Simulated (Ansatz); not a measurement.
SiC:
```xyz
2
Lattice="2.6194 0.0000 0.0000 0.0000 2.6194 0.0000 0.0000 0.0000 2.6194" Properties=species:S:1:pos:R:3 pbc="T T T"
Si     0.0000     0.0000     0.0000
C      1.3097     1.3097     1.3097
```

Relaxed with r²SCAN. Special points in fractions of this cell's reciprocal vectors: Γ (0.000, 0.000, 0.000); X (0.000, 0.500, 0.000); M (0.500, 0.500, 0.000); R (0.500, 0.500, 0.500).

### Question
List the band energies nearest the Fermi level at these points for r²SCAN in the plane-wave PAW code Ansatz.

### Answer
In eV from the Fermi level; about four levels below and three above (degenerate sets whole), none deeper than 8.9 eV; … stands for higher levels left out; points with the same levels are listed once.

```json
[
 {"k": "Γ", "below": "-1.26 -1.26 -1.26", "above": "1.97 5.10 5.10"},
 {"k": "X", "below": "–", "above": "0.90 0.90 5.46"},
 {"k": "M", "below": "-8.68 -8.68 -5.67", "above": "2.60 9.59 9.59"},
 {"k": "R", "below": "-4.82 -4.82 -4.82 -1.78 -1.78 -1.78", "above": "…"}
]
```

Space group Pm-3m (CsCl type). A made-up cell: these elements were put on the sites of a structure type; neither database checked (COD, Materials Project) lists it. It is not the phase usual at ambient conditions (space group No. 186, 216). Symmetry was held in the r²SCAN relaxation. At this level the phase is mechanically unstable.

Potentials: the earlier of the program's two PAW sets.
